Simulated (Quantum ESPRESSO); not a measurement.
MoRh5TiSc, a guest atom moved from site to site

Computed values, not a measurement. The program is pw.x of Quantum ESPRESSO 7.5 (plane-wave density functional theory). The cell is made up: eight metal atoms on a hexagonal close-packed lattice, with elements, volume, strain and displacements drawn at random and not relaxed, so it may be unstable or far from any real phase. PseudoDojo standard norm-conserving files set the functional (PBE unless stated); there is no spin polarisation or spin-orbit coupling, the Fermi-Dirac width of 0.25 eV means electrons at about 2900 K, and the masses in the input are unused placeholders. A spin test at this wide smearing found no moment, but such smearing suppresses magnetism that the real alloy may have.

The runs move one Mo atom among sites that otherwise hold Rh. Cell, positions, cutoff, mesh and smearing stay as in the input of run 1; sites are counted in its order. Stress in the tables is positive in tension.

Input of run 1:

```
&control calculation='scf', pseudo_dir='./dojo.nc.sr.pbe.v0_5.standard.upf', outdir='./o', disk_io='minimal', tprnfor=.true., tstress=.true. /
&system ibrav=0, nat=8, ntyp=4, nbnd=79, ecutwfc=87.97787729, nosym=.true., tot_charge=0,
 occupations='smearing', smearing='fd', degauss=0.0183746611
/
&electrons conv_thr=1.470e-08, electron_maxstep=70, mixing_beta=0.5 /
ATOMIC_SPECIES
Mo 1.0 Mo.upf
Rh 1.0 Rh.upf
Sc 1.0 Sc.upf
Ti 1.0 Ti.upf
CELL_PARAMETERS angstrom
4.3099 -2.5071 -0.0134
-2.8969 -0.0659 -4.6526
2.8858 5.036 0.078
ATOMIC_POSITIONS angstrom
Mo -0.002 -0.008 -0.056
Rh 1.4322 2.5272 0.1966
Ti 0.0304 1.5994 -2.3413
Sc 1.4261 3.9978 -2.2246
Rh 2.9489 0.0702 -0.0144
Rh 4.3178 2.4977 0.1486
Rh 1.3688 -0.9466 -2.2174
Rh 2.959 1.6055 -2.1869
K_POINTS automatic
5 5 4 1 1 1
```

| run | elements on sites 1 to 8 | free energy less that of run 1 (eV) | -TS (eV) | pressure (GPa) | stress xx (GPa) | stress yy (GPa) | stress zz (GPa) | stress yz (GPa) | stress xz (GPa) | stress xy (GPa) | iterations |
| --- | --- | --- | --- | --- | --- | --- | --- | --- | --- | --- | --- |
| 1 | Mo Rh Ti Sc Rh Rh Rh Rh | 0.000 | -1.959 | -14.89 | 15.94 | 13.47 | 15.26 | 1.57 | -1.92 | -2.48 | 20 |
| 2 | Rh Mo Ti Sc Rh Rh Rh Rh | -0.142 | -1.923 | -14.85 | 15.97 | 13.21 | 15.37 | 2.15 | -1.18 | -2.03 | 18 |
| 3 | Rh Rh Ti Sc Rh Mo Rh Rh | 0.037 | -1.925 | -14.54 | 15.76 | 13.00 | 14.86 | -0.33 | 1.97 | -2.17 | 19 |
| 4 | Rh Rh Ti Sc Rh Rh Rh Mo | 0.138 | -1.901 | -14.68 | 12.82 | 12.34 | 18.87 | 0.75 | 0.44 | -1.10 | 20 |

Forces Fx Fy Fz (eV/Å):

```
site              run 1              run 2             run 3              run 4
   1     0.10 0.43 0.89     0.04 0.21 0.46   -0.13 0.18 0.62     0.04 0.30 0.64
   2   0.33 -0.30 -0.10   -0.03 -0.37 0.67  0.20 -0.20 -0.16    0.20 -0.26 0.05
   3  -0.57 -0.66 -0.11   -0.21 -0.83 0.33  -0.53 -0.65 0.43   -0.35 -0.78 0.06
   4    0.35 0.69 -0.11    0.26 1.26 -0.55    0.49 1.08 0.20     0.63 1.19 0.07
   5   -0.19 -0.72 0.31   -0.02 -0.54 0.18  -0.04 -0.60 0.32  -0.15 -0.53 -0.17
   6    0.21 0.09 -0.18    0.13 -0.11 0.01  0.03 -0.21 -1.06    0.13 0.05 -0.15
   7    0.33 0.56 -0.24    0.58 0.43 -0.58   0.58 0.40 -0.19    0.28 0.20 -0.35
   8  -0.56 -0.10 -0.46  -0.75 -0.05 -0.52  -0.58 0.00 -0.16  -0.78 -0.18 -0.15
```

The sites are displaced and not relaxed, so the energy differences mix bonding between neighbours with strain and are not ordering energies. A rerun of one cell of this series at a higher cutoff and on a denser mesh moved values by no more than 0.006 eV in energy, 0.11 GPa in stress and 0.009 eV/Å in force, and a second program with other atomic files agreed on that cell to 2 % rms in force and 0.5 GPa in pressure.